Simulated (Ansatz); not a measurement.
MgS (rock salt, space group No. 225) at seven volumes, PBE (plane waves, PAW; program Ansatz), scaled uniformly. One row is withheld.

| V (Å³/atom) | P (GPa) |
|---|---|
| 16.270 | 8.46 |
| 16.806 | 5.19 |
| 17.343 | 2.40 |
| 17.879 | 0.00 |
| 18.415 | -2.06 |
| 18.952 | -3.82 |
| 19.488 | ? |

Task: Fit the shown pressures and predict the withheld one.

Result: P = (3/2)B₀(x^(7/2) − x^(5/2))[1 + (3/4)(B′ − 4)(x − 1)] with x = (V₀/V)^(2/3). Least squares on the six rows gives V₀ = 17.879 Å³/atom, B₀ = 73.9 GPa, B′ = 4.10. At V = 19.488, x = 0.9442 and P = -5.34 GPa. The run itself gave -5.34 GPa.

Space group Fm-3m (rock salt). Symmetry was held in the PBE relaxation.

Potentials: the later of the program's two PAW sets.
